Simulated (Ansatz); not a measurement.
BaSi$_{2}$ (fluorite, Fm-3m) at seven volumes, the program Ansatz at the PBE level (PAW), scaled uniformly. One row is withheld.

| V (Å³/atom) | P (GPa) |
|---|---|
| 29.191 | 3.16 |
| 30.153 | 1.96 |
| 31.115 | 0.91 |
| 32.077 | 0.00 |
| 33.040 | ? |
| 34.002 | -1.46 |
| 34.964 | -2.04 |

Fit the shown pressures and predict the withheld one.

P = (3/2)B₀(x^(7/2) − x^(5/2))[1 + (3/4)(B′ − 4)(x − 1)] with x = (V₀/V)^(2/3). Least squares on the six rows gives V₀ = 32.082 Å³/atom, B₀ = 28.0 GPa, B′ = 3.81. At V = 33.040, x = 0.9806 and P = -0.78 GPa. The run itself gave -0.78 GPa.

A made-up cell: these elements were put on the sites of a structure type; neither database checked (COD, Materials Project) lists it. COD files the formula under space group No. 62, 191, so this cell is another polymorph or a model. Its standing as an ambient phase is unchecked. Symmetry was held in the PBE relaxation; its stability against distortions is not shown here. Scalar-relativistic: spin–orbit coupling is off unless named, which matters more the heavier the elements.

Potentials: the later of the program's two PAW sets.
